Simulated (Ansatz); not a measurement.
PtC (zinc blende, F-43m) under volume change, DFT-r²SCAN in the program Ansatz with PAW potentials, scaled uniformly.

```
V (Å³/atom)  E − E(relaxed) (meV/atom)  P (GPa)
-----------  -------------------------  -------
11.780                            91.3    27.44
12.168                            38.2    16.70
12.556                             9.0     7.64
12.945                             0.0     0.00
13.333                             8.0    -6.44
13.722                            30.4   -11.85
14.110                            64.8   -16.39
```

What does a third-order Birch–Murnaghan fit give for V₀, B₀ and B′?

V₀ = 12.95 Å³/atom, B₀ = 233 GPa, B′ = 4.7.

The start of the workflow was typed in or built on a structure type; neither database checked (COD, Materials Project) lists it. Whether it is the stable phase at ambient conditions was not checked. The cell was relaxed with r²SCAN under the symmetry of its start; whether a distortion lowers the energy is not shown. No spin polarisation was allowed. Its formation energy is positive at this level, so the cell may be metastable or incomplete. Scalar-relativistic: spin–orbit coupling is off unless named, which matters more the heavier the elements.

Potentials: the later of the program's two PAW sets.
